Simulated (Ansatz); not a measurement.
Contact densities of Sc against volume

```
Sc
1.0
     0.00000    2.27050    2.27050
     2.27050    0.00000    2.27050
     2.27050    2.27050    0.00000
Sc
1
Direct
  0.00000 0.00000 0.00000
```

The conventional cell has a = 4.541 Å, b = 4.541 Å, c = 4.541 Å, α = 90.00°, β = 90.00°, γ = 90.00°. Around Sc (atom 1) lie 12 Sc at 3.21 Å.

The cell is COD entry 9008483, as deposited and not checked against the literature; nothing was relaxed.

Spin polarisation is left out, and whether a magnetic state lies lower isn't shown here.

Method: DFT, PBEsol, all-electron PAW with datasets made for the crystal, scalar-relativistic (Ansatz 0.2.0).

Sampling and basis: a Γ-centred 12×12×12 k mesh, Fermi–Dirac smearing of 0.03 eV, cutoff 220 eV (chosen by the program for this cell), no spin polarisation.

The contact density is the mean electron density over the nuclear volume; its changes follow the s electrons' response to bonding and compression. Changes below are taken from the unscaled cell, where it is 48478.7 e/Å³ at Sc.

```csv
V/V(cell),P (GPa),Δρ(0) Sc (e/Å³)
0.9400,4.2,?
0.9600,2.9,0.44
0.9800,1.6,0.21
0.9900,1.0,?
1.0000,0.5,0.00
1.0100,-0.1,-0.11
1.0200,-0.6,-0.21
1.0400,-1.6,-0.42
1.0600,-2.5,?
```

(1) Fill in "Δρ(0) Sc (e/Å³)" for the row "0.9900".

(2) What belongs in the row "1.0600", column "Δρ(0) Sc (e/Å³)"?

(3) Fill in "Δρ(0) Sc (e/Å³)" for the row "0.9400".

The datasets are made afresh for each cell, so very small changes are uncertain.

Answers

(1) 0.10.

(2) -0.61.

(3) 0.68.
